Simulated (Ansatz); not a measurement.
The start is a relaxed TaRu cell displaced along its unstable phonon at q = (½, 0, 0) of its primitive reciprocal cell (46i cm⁻¹), largest move 0.15 Å. Cell shape, volume and atoms are optimised at zero target pressure with PBEsol (plane waves to 420 eV, PAW, scalar-relativistic; Ansatz, a program for electronic structure). The first steps use a coarse 4×7×11 k-mesh.

Starting cell:
```yaml
crystal:
  lattice:
    - [6.10106, -6.73964, 0.00000]
    - [3.05053, 3.36982, 0.00000]
    - [0.00000, 0.00000, 3.01276]
  atoms:
    - { symbol: Ru, position: [0.37584, 0.25451, 0.50000] }
    - { symbol: Ru, position: [0.89482, 0.20416, 0.50000] }
    - { symbol: Ru, position: [0.12416, 0.74549, 0.50000] }
    - { symbol: Ru, position: [0.60518, 0.79584, 0.50000] }
    - { symbol: Ta, position: [0.12593, 0.23993, 0.00000] }
    - { symbol: Ta, position: [0.63781, 0.28754, 0.00000] }
    - { symbol: Ta, position: [0.37407, 0.76007, 0.00000] }
    - { symbol: Ta, position: [0.86219, 0.71246, 0.00000] }
```

Task: Which atoms feel the largest initial force, and how large is it?

Result: 0.66 eV/Å, on Ru2, Ru4 (atoms numbered as listed).

Task: By how much does the energy per atom fall from start to end?

Result: 0.01 eV/atom.

Task: Is the parent structure recovered?

Result: It does not go back: it reaches P2/m (No. 10), 0.01 eV/atom below the parent.

Task: Give the final cell and atomic positions.

Result: 
```cif
data_Ru4Ta4
_chemical_formula_sum 'Ru4 Ta4'
_space_group_name_H-M_alt 'P2/m'
_space_group_IT_number 10
_space_group_name_Hall '-P 2y'
_cell_length_a 4.53254
_cell_length_b 3.04724
_cell_length_c 9.00045
_cell_angle_alpha 90.000
_cell_angle_beta 94.336
_cell_angle_gamma 90.000
loop_
_atom_site_label
_atom_site_type_symbol
_atom_site_symmetry_multiplicity
_atom_site_Wyckoff_symbol
_atom_site_fract_x
_atom_site_fract_y
_atom_site_fract_z
_atom_site_occupancy
Ru1 Ru 2 n 0.26585 0.50000 0.62126 1
Ru2 Ru 2 n 0.20660 0.50000 0.14036 1
Ta1 Ta 2 m 0.23333 0.00000 0.37426 1
Ta2 Ta 2 m 0.71259 0.00000 0.11410 1
```

Final values are on a 10×15×6 k-mesh of the relaxed cell. No spin polarisation in the result.

The run could not lose the symmetry of its start: the end is stationary, and may be a saddle point rather than a minimum.

Of the parent cell (Cmmm (No. 65)): The first start was generated by placing the elements on the sites of a structure type. Materials Project lists a structure of TaRu in the same space group, Cmmm (No. 65); the sites were not compared with it, nor with measured phases.

The relaxed structure here is a generated cell of TaRu: the first start was made by placing the elements on the sites of a structure type, and the end was not matched to a known phase here, so it may be hypothetical.
